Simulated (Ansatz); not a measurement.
CaC2:
```cif
data_C4Ca2
_chemical_formula_sum 'Ca2 C4'
_space_group_name_H-M_alt 'C2/m'
_space_group_IT_number 12
_space_group_name_Hall '-C 2y'
_cell_length_a 5.49045
_cell_length_b 5.46062
_cell_length_c 4.06005
_cell_angle_alpha 90.000
_cell_angle_beta 128.237
_cell_angle_gamma 90.000
loop_
_atom_site_label
_atom_site_type_symbol
_atom_site_symmetry_multiplicity
_atom_site_Wyckoff_symbol
_atom_site_fract_x
_atom_site_fract_y
_atom_site_fract_z
_atom_site_occupancy
Ca1 Ca 2 a 0.00000 0.00000 0.00000 1
C1 C 4 i 0.10552 0.50000 0.19414 1
```
(The calculation used a cell of 3 atoms; values per cell refer to that cell.)

Relaxed at zero pressure with the program Ansatz at the r²SCAN level (PAW).

Q: The volume is raised by 6 % and shape and atoms relax at that volume. What pressure results, and how do the axes share the change?

A: -2.8 GPa; a 4.2 %, b 1.6 %, c -1.7 %; the energy rises by 9 meV/atom.

Q: Give the new structure.

A: 
Space group C2/m (No. 12); a = 5.7220 Å, b = 5.5469 Å, c = 3.9917 Å, α = γ = 90.00°, β = 126.88°

| atom | site | symmetry | x | y | z |
|---|---|---|---|---|---|
| Ca | 2a | 2/m | 0.0000 | 0.0000 | 0.0000 |
| C | 4i | m | 0.1142 | 0.5000 | 0.1847 |

The phase is kept; no other phase was compared at this pressure.

The workflow started from a Materials Project entry (that database holds measured and hypothetical structures alike); the Crystallography Open Database copy checked does not list it. COD files the formula under space group No. 2. Whether it is the stable phase at ambient conditions was not checked. The cell was relaxed with r²SCAN under the symmetry of its start; its stability against distortions is not shown here.

Potentials: the later of the program's two PAW sets.
